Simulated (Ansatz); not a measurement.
Ansatz 0.2.0, relaxation: SrMoAs4

The command:

```bash
ansatz run input.yaml --threads 2 --pin off --max-ram 2560MiB --backend cpu --events-out ev --progress --plain --runs-dir out
```

The input file (Ansatz 0.2.0, plane waves):

```yaml
crystal:
  lattice:
    - [0.0, 6.359865, 0.0]
    - [6.359865, 0.0, 0.0]
    - [3.179933, 3.179933, -7.092353]
  atoms:
    - { symbol: Sr, position: [0.875, 0.625, 0.75] }
    - { symbol: Sr, position: [0.125, 0.375, 0.25] }
    - { symbol: Mo, position: [0.375, 0.125, 0.75] }
    - { symbol: Mo, position: [0.625, 0.875, 0.25] }
    - { symbol: As, position: [0.1579, 0.2806, 0.9134] }
    - { symbol: As, position: [0.7806, 0.9287, 0.4134] }
    - { symbol: As, position: [0.4287, 0.806, 0.9134] }
    - { symbol: As, position: [0.306, 0.6579, 0.4134] }
    - { symbol: As, position: [0.8421, 0.7194, 0.0866] }
    - { symbol: As, position: [0.2194, 0.0713, 0.5866] }
    - { symbol: As, position: [0.5713, 0.194, 0.0866] }
    - { symbol: As, position: [0.694, 0.3421, 0.5866] }
  symmetry: { tolerance: 0.0003 }
kpoints:
  mp_grid: { grid: [4, 4, 4], shift: [0, 0, 0] }
magnetization:
  spin_polarized: false
scf:
  occupations: { method: fermi_dirac }
  lower_state_search: "off"
hamiltonian:
  pseudopotentials: { kind: paw }
  xc: r2scan
basis:
  ecutwfc: 500
  fft_grid_basis: typed
relax:
  max_steps: 40
  cell: { p_target: 0.0 }
output:
  forces: true
  stress: true
  eigenvalues: true
  bader: true
  populations: true
  elf: true
  write_potential: true
  volumetric_format: npy
  dos:
    e_range: [-12, 8]
    de: 0.05
    projected: { site_lists: { As: [As], Mo: [Mo], Sr: [Sr] } }
  write_density: true
checkpoint:
  read: saved_state
```

Origin of the cell: a known structure type with other elements, at an estimated volume, so it need not be a known compound.

The smearing width isn't typed, so it takes its default of 0.1 eV.

The saved state is a converged single point of the same cell.

Excerpt of the output:

```
SCF iter   1: F=-55954.225333 eV  HF=-55954.223814 eV  Δρ=9.19e-4  dr2=2.26e-3  dr2_τ=3.66e-4
SCF iter   2: F=-55954.225809 eV  HF=-55954.225855 eV  Δρ=2.70e-4  dr2=2.03e-4  dr2_τ=3.04e-5
SCF iter   3: F=-55954.225893 eV  HF=-55954.225906 eV  Δρ=7.36e-5  dr2=2.40e-5  dr2_τ=3.02e-6
SCF iter   4: F=-55954.226199 eV  HF=-55954.226198 eV  Δρ=2.22e-5  dr2=1.97e-6  dr2_τ=1.98e-7
SCF iter   5: F=-55954.226200 eV  HF=-55954.226200 eV  Δρ=7.80e-6  dr2=2.17e-7  dr2_τ=5.39e-9
SCF iter   6: F=-55954.226200 eV  HF=-55954.226200 eV  Δρ=2.14e-6  dr2=1.77e-8  dr2_τ=2.01e-9
relax step   1: F+E_penalty+E_count = -55954.226200 eV  Δ(F+E_penalty+E_count) = +0.000e0 eV  max|allowed force component| = 5.041e0 eV/Å  Δτ_max = 0.0000 Å  P = +26.200 GPa  Ω = 286.871 Å³ […]
relax step   2: F+E_penalty+E_count = -55961.076694 eV  Δ(F+E_penalty+E_count) = -6.850e0 eV  max|allowed force component| = 4.406e-1 eV/Å  Δτ_max = 0.1903 Å  P = +1.250 GPa  Ω = 321.394 Å³ […]
relax step   3: F+E_penalty+E_count = -55961.455006 eV  Δ(F+E_penalty+E_count) = -3.783e-1 eV  max|allowed force component| = 1.272e-1 eV/Å  Δτ_max = 0.1295 Å  P = -1.383 GPa  Ω = 341.240 Å³ […]
relax step   4: F+E_penalty+E_count = -55962.080738 eV  Δ(F+E_penalty+E_count) = -6.257e-1 eV  max|allowed force component| = 4.449e-1 eV/Å  Δτ_max = 0.1952 Å  P = -2.120 GPa  Ω = 329.355 Å³ […]
relax step   5: F+E_penalty+E_count = -55963.244258 eV  Δ(F+E_penalty+E_count) = -1.164e0 eV  max|allowed force component| = 5.411e-1 eV/Å  Δτ_max = 0.1950 Å  P = -1.749 GPa  Ω = 313.187 Å³ […]
relax step   6: F+E_penalty+E_count = -55963.787012 eV  Δ(F+E_penalty+E_count) = -5.428e-1 eV  max|allowed force component| = 7.649e-1 eV/Å  Δτ_max = 0.1972 Å  P = +1.412 GPa  Ω = 297.480 Å³ […]
relax step   7: F+E_penalty+E_count = -55963.969101 eV  Δ(F+E_penalty+E_count) = -1.821e-1 eV  max|allowed force component| = 2.668e-1 eV/Å  Δτ_max = 0.1098 Å  P = +1.475 GPa  Ω = 294.524 Å³ […]
relax step   8: F+E_penalty+E_count = -55964.077397 eV  Δ(F+E_penalty+E_count) = -1.083e-1 eV  max|allowed force component| = 1.231e-1 eV/Å  Δτ_max = 0.0411 Å  P = +0.090 GPa  Ω = 302.811 Å³ […]
relax step   9: F+E_penalty+E_count = -55964.095135 eV  Δ(F+E_penalty+E_count) = -1.774e-2 eV  max|allowed force component| = 5.913e-2 eV/Å  Δτ_max = 0.0473 Å  P = +0.039 GPa  Ω = 305.319 Å³ […]
relax step  10: F+E_penalty+E_count = -55964.102042 eV  Δ(F+E_penalty+E_count) = -6.907e-3 eV  max|allowed force component| = 5.168e-2 eV/Å  Δτ_max = 0.0117 Å  P = -0.053 GPa  Ω = 307.481 Å³ […]
relax step  11: F+E_penalty+E_count = -55964.108027 eV  Δ(F+E_penalty+E_count) = -5.984e-3 eV  max|allowed force component| = 1.607e-2 eV/Å  Δτ_max = 0.0440 Å  P = -0.110 GPa  Ω = 313.696 Å³ […]
relax step  12: F+E_penalty+E_count = -55964.108921 eV  Δ(F+E_penalty+E_count) = -8.941e-4 eV  max|allowed force component| = 5.936e-3 eV/Å  Δτ_max = 0.0090 Å  P = +0.014 GPa  Ω = 312.346 Å³ […]
relax step  13: F+E_penalty+E_count = -55964.113197 eV  Δ(F+E_penalty+E_count) = -4.277e-3 eV  max|allowed force component| = 6.017e-3 eV/Å  Δτ_max = 0.0000 Å  P = +0.021 GPa  Ω = 312.346 Å³  stress off target by 2.29e-2 GPa […]
SCF 13 converged in 6 iterations: F = -55964.113197 eV  dr2 = 3.37e-11
basis re-selected at this cell: Δ(F+E_penalty+E_count) = -4.277e-3 eV, ΔP = +0.006 GPa vs the last step (what re-selecting the basis moved, of the pressure what is left beyond the Pulay corre […]
SCF converged after 6 iterations
Free energy (F): -55964.113197 eV
Harris-Foulkes:  -55964.113197 eV  (|F-HF|=2.91e-11)
Internal energy: -55963.970480 eV  (E = F + TS)
E sigma→0 (E₀):  -55964.041839 eV
Entropy (-TS):   -0.142717 eV (-11.893 meV/atom)
Fermi energy:    9.040468 eV
--- Per-component energies (eV) ---
  E_band       = -2724.896258
  E_kinetic    = 2194.153514
  E_local      = -20985.337908  (includes V_loc(G=0)·N_el)
  E_nonlocal   = -4670.382749
  E_hartree    = 10398.596531
  E_xc         = -1275.107508
  E_vxc        = -1539.134195  (∫ρ·V_xc dr)
  E_paw        = -26646.398355  (= ΣΔE_a)
  E_vpaw       = 1390.335422  (= ΣTr[D̂ρ^β])
  E_aug_tail   = -0.000048  (compensation charges beyond the density's cutoff)
  E_vtau       = 88.275979  (kinetic-family band-sum trace: ∫τ·v_τ [+ j·A + Jᵃ·Aᵃ] dr)
  E_ewald      = -14967.100215
  E_core_change = -12.393742  (= ΣΔE_core)
  E_smearing   = -0.142717  (= −TS)
  Σ components = -55964.113197   (vs F -55964.113197, Δ=0.00e0)
--- Forces (eV/Å), atoms counted from 1 ---
  atom   1  Sr    -0.000000     0.000000     0.000000
  atom   2  Sr     0.000000    -0.000000    -0.000000
  atom   3  Mo     0.000000    -0.000000    -0.000000
  atom   4  Mo    -0.000000     0.000000     0.000000
  atom   5  As     0.006017    -0.002883    -0.001831
  atom   6  As     0.002883     0.006017    -0.001831
  atom   7  As    -0.006017     0.002883    -0.001831
  atom   8  As    -0.002883    -0.006017    -0.001831
  atom   9  As    -0.006017     0.002883     0.001831
  atom  10  As    -0.002883    -0.006017     0.001831
  atom  11  As     0.006017    -0.002883     0.001831
  atom  12  As     0.002883     0.006017     0.001831
  max |Σ_I F_I| component: 8.67e-18 eV/Å
--- Stress (GPa, compression-positive) ---
        0.022861       0.000000       0.000000
       -0.000000       0.022861       0.000000
        0.000000       0.000000       0.016401
  P = ⅓ Tr σ = 0.0207 GPa (0.207 kbar)
--- Relaxed structure (12 steps of the walk, 12 accepted, 1 SCFs on fresh bases) ---
  F+E_penalty+E_count = -55964.113197 eV   max|allowed force component| = 6.017e-3 eV/Å   (the final SCF, on the basis selected at the relaxed cell)
  cell:  # Å, volume = 312.3462 Å³
    - [-3.972e-15, 6.393393, 2.253e-7]
    - [6.393393, -3.972e-15, 2.253e-7]
    - [3.196697, 3.196697, -7.641408]
  atoms:
    - { symbol: Sr, position: [0.875, 0.625000, 0.750000] }
    - { symbol: Sr, position: [0.125000, 0.375, 0.250000] }
    - { symbol: Mo, position: [0.375000, 0.125000, 0.75] }
    - { symbol: Mo, position: [0.625, 0.875, 0.250000] }
    - { symbol: As, position: [0.047975, 0.204290, 0.961027] }
    - { symbol: As, position: [0.704290, 0.990997, 0.461027] }
    - { symbol: As, position: [0.490997, 0.834682, 0.961027] }
    - { symbol: As, position: [0.334682, 0.547975, 0.461027] }
    - { symbol: As, position: [0.952025, 0.795710, 0.038973] }
    - { symbol: As, position: [0.295710, 0.009003, 0.538973] }
    - { symbol: As, position: [0.509003, 0.165318, 0.038973] }
    - { symbol: As, position: [0.665318, 0.452025, 0.538973] }
--- Löwdin populations: 12 sites ---
  site symbol       q [e]
     0     Sr      8.3667
     1     Sr      8.3667
     2     Mo     13.7067
     3     Mo     13.7067
     4     As     15.3756
     5     As     15.3756
     6     As     15.3756
     7     As     15.3756
     8     As     15.3756
     9     As     15.3756
    10     As     15.3756
    11     As     15.3756
  spilling = 0.005048 (of n_electrons = 168.000000)
--- Bader charges: 12 sites ---
  site symbol  charge [e]  shift [e]
     0     Sr      1.4593     0.0000
     1     Sr      1.4593     0.0000
     2     Mo      0.8521     0.0023
     3     Mo      0.8521     0.0023
     4     As     -0.5779     0.0006
     5     As     -0.5778     0.0006
     6     As     -0.5778     0.0006
     7     As     -0.5778     0.0006
     8     As     -0.5779     0.0006
     9     As     -0.5779     0.0006
    10     As     -0.5779     0.0006
    11     As     -0.5778     0.0006
  estimated error of the sums over rays = 7.3e-4 e
```

Before:

Space group I4_1/a (No. 88); the run's cell has a = 6.360 Å, b = 6.360 Å, c = 8.398 Å, α = 67.75°, β = 67.75°, γ = 90.00°. Shortest distances: As–Mo 2.09 Å, As–Sr 3.04 Å, As–As 3.38 Å.

The relaxed structure.

Space group I4_1/a (No. 88); the run's cell has a = 6.393 Å, b = 6.393 Å, c = 8.879 Å, α = 68.90°, β = 68.90°, γ = 90.00°. Shortest distances: As–Mo 2.45 Å, As–As 2.46 Å, As–Sr 3.14 Å.

```yaml
Free_energy_lowered_by: 823.9 meV/atom
Volume_change: 8.88 %
Final_pressure: 0.02 GPa
Relaxation_steps_listed: 13
```

Caveats: no moments, though an odd count or open d shells may carry them; the given cell is far from equilibrium, with atoms too close or a volume far off; the relaxation held the start's symmetry, so the end may be a saddle point.

The run took 3.9 min on 2 threads of AMD EPYC 9R45 96-Core Processor (Zen 5) (shared host), peak memory 1.7 GiB, from a saved density.
